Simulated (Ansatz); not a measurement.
input.yaml (Ansatz)

```yaml
crystal:
  lattice:
    - [2.9406369548, 0.0, 0.0]
    - [0.0, 2.9406369548, 0.0]
    - [0.0, 0.0, 2.9406369548]
  atoms:
    - { symbol: Cd, position: [0.0, 0.0, 0.0] }
hamiltonian:
  xc: r2scan
  pseudopotentials:
    kind: paw
    azcp:
      Cd: "pseudopotentials/Cd.paw.azcp"
basis:
  ecutwfc: 500
  fft_grid_basis: typed
kpoints:
  mp_grid: { grid: [18, 18, 18], shift: [0, 0, 0] }
magnetization:
  spin_polarized: false
scf:
  occupations: { method: fermi_dirac, width: 0.1 }
output:
  write_density: true
  write_potential: true
  elf: true
  volumetric_format: npy
```

Terminal output

```
Engine: ansatz 0.2.0, x86_64-unknown-linux-gnu
Pseudopotentials: kind: paw
Pseudopotential: Cd, paw, valence charge 20, recommended cutoff 500 eV (meta_gga) 
Functional definition: r2SCAN
  parameter k0 = 0.174
  parameter k1 = 0.065
  parameter a1 = 4.9479
  exchange = r2scan_x(k0 = k0, k1 = k1, a1 = a1)
  correlation = r2scan_c
Crystal: 1 atoms, lattice volume = 25.429 Å³
Basis set: ecut = 500 eV, 619 PW (Γ), exchange–correlation on 96×96×96 points (64 copies of the dense FFT grid, shifted against one another)
Bands: 14, of which v1, the nominal top of the filled ones, is band 10 counted from 1 (9 counted from 0)
Symmetry: 48 space group operations
Space group: Pm-3m (ITA 221), of the structure as read, at distance tolerance 2.9e-5 Å
k-points: 220 of 5832
Non-local potential: Cd, projectors of the file, l = 0: 3, l = 1: 2, l = 2: 2, l = 3: 1
PAW form: soft (Blöchl's): semilocal exchange-correlation on the pseudo side does not see the compensation charge
PAW frozen core: Cd, regenerated for the run's functional (the file was generated under x = pbe(κ = 0.804, μ = 0.2195149727645171), c = pbe(β = 0.06672455060314922))
PAW one-centre angular grid: Cd, 590 points (default); XC on 160 Gauss nodes
Initial density: superposition of atomic densities (neutral atoms: chi_scale 0, normalization atom), corrected by the library's trained network
Initial wavefunctions: pseudopotential atomic-orbital guess
Functional: x = r2scan, c = r2scan; τ floored in thin density (d = 2e-4 eV/Å³)
SCF iter   1: F=—  HF=-8268.021583 eV  |F-HF|=—  |Δ(HF+E_count)|=         —  Δρ=5.79e-3  dr2=5.60e-3  dr2_τ=3.78e-3  ethr=1.77e-3  ⟨swp⟩=5.2  Hψ=15744  notcnv=0
SCF iter   2: F=—  HF=-8268.024450 eV  |F-HF|=—  |Δ(HF+E_count)|=   2.87e-3  Δρ=3.36e-3  dr2=1.98e-3  dr2_τ=2.21e-4  ethr=2.80e-5  ⟨swp⟩=2.0  Hψ=5821  notcnv=0  defer=8
SCF iter   3: F=—  HF=-8268.024032 eV  |F-HF|=—  |Δ(HF+E_count)|=   4.18e-4  Δρ=2.15e-4  dr2=4.89e-6  dr2_τ=3.28e-6  ethr=9.91e-6  ⟨swp⟩=2.1  Hψ=4231  notcnv=0  defer=8
SCF iter   4: F=—  HF=-8268.024057 eV  |F-HF|=—  |Δ(HF+E_count)|=   2.47e-5  Δρ=6.01e-5  dr2=3.94e-7  dr2_τ=2.97e-8  ethr=2.45e-8  ⟨swp⟩=2.0  Hψ=5304  notcnv=0  defer=8
iter 5 did not close the SCF: its close was put off for the readings that it lacked (scf_convergence_deferred on its scf_iter line)
SCF iter   5: F=-8268.024058 eV  HF=-8268.024058 eV  |F-HF|=2.64e-9  |Δ(HF+E_count)|=   1.29e-6  Δρ=3.08e-6  dr2=1.40e-9  dr2_τ=2.89e-10  ethr=1.97e-9  ⟨swp⟩=2.0  Hψ=5304  notcnv=0  defer=8
SCF iter   6: F=-8268.024058 eV  HF=-8268.024058 eV  |F-HF|=8.73e-11  |Δ(HF+E_count)|=   3.06e-9  Δρ=5.40e-7  dr2=4.69e-11  dr2_τ=1.75e-12  ethr=7.01e-12  ⟨swp⟩=1.2  Hψ=8594  notcnv=0
SCF 1 converged in 6 iterations: F = -8268.024058 eV  dr2 = 4.69e-11
SCF converged after 6 iterations
Free energy (F): -8268.024058 eV
Harris-Foulkes:  -8268.024058 eV  (|F-HF|=8.73e-11)
Internal energy: -8268.012420 eV  (E = F + TS)
E sigma→0 (E₀):  -8268.018239 eV
Entropy (-TS):   -0.011638 eV (-11.638 meV/atom)
Fermi energy:    11.700665 eV
--- Per-component energies (eV) ---
  E_band       = -472.411192
  E_kinetic    = 505.643894
  E_local      = -3284.903491  (includes V_loc(G=0)·N_el)
  E_nonlocal   = 32.427457
  E_hartree    = 1531.111745
  E_xc         = -168.616965
  E_vxc        = -246.827560  (∫ρ·V_xc dr)
  E_paw        = -4104.387288  (= ΣΔE_a)
  E_vpaw       = -558.705435  (= ΣTr[D̂ρ^β])
  E_aug_tail   = 0.000006  (compensation charges beyond the density's cutoff)
  E_vtau       = 17.730628  (kinetic-family band-sum trace: ∫τ·v_τ [+ j·A + Jᵃ·Aᵃ] dr)
  E_ewald      = -2778.723008
  E_core_change = -0.564771  (= ΣΔE_core)
  E_smearing   = -0.011638  (= −TS)
  E_closure    = -0.000000  (closes the sum)
  Σ components = -8268.024058   (vs F -8268.024058, Δ=0.00e0)
--- Band table (eV; the first three rows and the last of 220) ---
  k-point 0: bands = ["-94.1568", "-54.2659", "-54.2659", "-54.2659", "1.5311", "1.5311", "3.0336", "3.0336", "3.0336", "3.6548", "22.0348", "22.0348", "22.0348", "25.8142"]
  k-point 1: bands = ["-94.1568", "-54.2673", "-54.2658", "-54.2658", "1.5349", "1.5580", "3.0194", "3.0194", "3.0347", "3.7159", "21.2500", "22.1134", "22.1134", "25.8267"]
  k-point 2: bands = ["-94.1566", "-54.2712", "-54.2655", "-54.2655", "1.5458", "1.6333", "2.9790", "2.9790", "3.0381", "3.9030", "19.7182", "22.3465", "22.3465", "25.8642"]
  k-point 219: bands = ["-94.1486", "-54.3033", "-54.3033", "-54.3033", "1.9492", "1.9492", "1.9492", "3.4689", "3.4689", "16.4413", "16.4413", "16.4413", "19.8925", "20.5283"]
```

Launched by

```sh
ansatz run input.yaml --threads 1 --pin off --max-ram 3584MiB --backend cpu --events-out ev --progress --plain --runs-dir out
```

On 1 thread of Intel(R) Xeon(R) Platinum 8259CL CPU @ 2.50GHz (Skylake/Cascade Lake) (shared host) this took about 12 s of wall time and 12 s of CPU time.
